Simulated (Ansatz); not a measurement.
AlCo:
```
CELL_PARAMETERS angstrom
      0.00000     2.36634     2.36634
      2.36634     0.00000     2.36634
      2.36634     2.36634     0.00000
ATOMIC_POSITIONS crystal
  Co 0.00000 0.00000 0.00000
  Al 0.50000 0.50000 0.50000
```

Relaxed with r²SCAN. Special points in fractions of this cell's reciprocal vectors: Γ (0.000, 0.000, 0.000); X (0.500, 0.000, 0.500); U (0.625, 0.250, 0.625); K (0.375, 0.375, 0.750); L (0.500, 0.500, 0.500); W (0.500, 0.250, 0.750).

**Question.** List the band energies nearest the Fermi level at these points for r²SCAN (plane waves, PAW; program Ansatz).

**Answer.** In eV from the Fermi level; about four levels below and three above (degenerate sets whole), none deeper than 8.9 eV; points with the same levels are listed once.

| k | below | above |
|---|---|---|
| Γ | -1.58 -1.58 -1.58 -1.42 -1.42 | 8.02 8.02 8.02 |
| X | -2.74 -0.99 -0.38 -0.38 | 0.77 2.19 2.19 |
| U | -3.50 -1.52 -0.51 -0.30 | 0.23 1.14 3.71 |
| L | -2.11 -2.11 -0.59 -0.59 | 0.20 7.65 7.65 |
| W | -3.28 -3.28 -2.16 -0.38 | 0.19 0.52 0.52 |

Space group Fm-3m (rock salt). The start of the workflow was typed in or built on a structure type; neither database checked (COD, Materials Project) lists it. Whether it is the stable phase at ambient conditions was not checked. Symmetry was held in the r²SCAN relaxation. At this level the phase is mechanically unstable. The workflow began spin-polarised and lost its moments. The cell computed holds one magnetic atom, so no antiferromagnetic order was within reach. Its formation energy is positive at this level, so the cell may be metastable or incomplete.

Potentials: the earlier of the program's two PAW sets.
